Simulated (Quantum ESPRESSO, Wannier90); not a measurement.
## Wannierisation of BeTe (zinc blende)

```
begin unit_cell_cart
ang
    0.0000000000    2.8314600000    2.8314600000
    2.8314600000    0.0000000000    2.8314600000
    2.8314600000    2.8314600000    0.0000000000
end unit_cell_cart
begin atoms_frac
Be   0.0000000000  0.0000000000  0.0000000000
Te   0.2500000000  0.2500000000  0.2500000000
end atoms_frac
```

Materials Project entry mp-252; symmetrised, unrelaxed at this level. COD (Crystallography Open Database) has an entry of this formula and space group (matched by these alone). Method: PBE plane waves in Quantum ESPRESSO 7.5 (PseudoDojo norm-conserving files, 71 Ry, no spin polarisation, no spin-orbit coupling), Bloch states on a 10×10×10 mesh through Γ, Wannier90 4.0.1. Density: 10×10×10 mesh, cold smearing 0.01 Ry. Spin-orbit coupling is left out although heavy elements are present.

Bands 7-10 form an isolated set from -12.19 to 0.00 eV relative to the valence-band maximum (on the path) and are turned into 4 Wannier functions by minimising the spread from the start: SCDM (isolated).

Question: Where do the functions sit, how wide are they and what are they made of?

Answer: 
```tsv
functions	spread (Å²)	nearest atom, distance (Å)	second atom, distance (Å)	weight on atomic waves
4	1.97	Te 0.85	Be 1.60	Te 5p 63 %, Te 5s 23 %, Be 2s 9 %
```

Ω_I = 7.18 Å², Ω_total = 7.88 Å²; the interpolated bands follow pw.x to 1.8 meV rms on the path. It is the lowest total spread that any start reached here.
